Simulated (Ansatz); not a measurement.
CuI (CsCl type, space group No. 221) at seven volumes, plane-wave PAW PBEsol (Ansatz code), scaled uniformly. One row is withheld.

| V (Å³/atom) | P (GPa) |
|---|---|
| 20.172 | 5.41 |
| 20.837 | 3.17 |
| 21.502 | ? |
| 22.167 | 0.00 |
| 22.832 | -1.33 |
| 23.497 | -2.35 |
| 24.162 | -3.17 |

Question: Fit the shown pressures and predict the withheld one.

Answer: Third-order Birch–Murnaghan: P = (3/2)B₀(x^(7/2) − x^(5/2))[1 + (3/4)(B′ − 4)(x − 1)] with x = (V₀/V)^(2/3). Least squares on the six rows gives V₀ = 22.135 Å³/atom, B₀ = 45.56 GPa, B′ = 5.20. At V = 21.502, x = 1.0195 and P = 1.43 GPa. The run itself gave 1.52 GPa.

Space group Pm-3m (CsCl type). The start of the workflow was typed in or built on a structure type; neither database checked (COD, Materials Project) lists it. It is not the phase usual at ambient conditions (space group No. 216). The PBEsol relaxation kept the symmetry of its start. At this level the phase is dynamically unstable (imaginary phonons). The workflow began spin-polarised and lost its moments. Its formation energy is positive at this level, so the cell may be metastable or incomplete. Scalar-relativistic: spin–orbit coupling is off unless named, which matters more the heavier the elements.

Potentials: the earlier of the program's two PAW sets. The files were generated under PBE; for other functionals the program regenerates the frozen cores, and for LDA and PBEsol the local potential too.
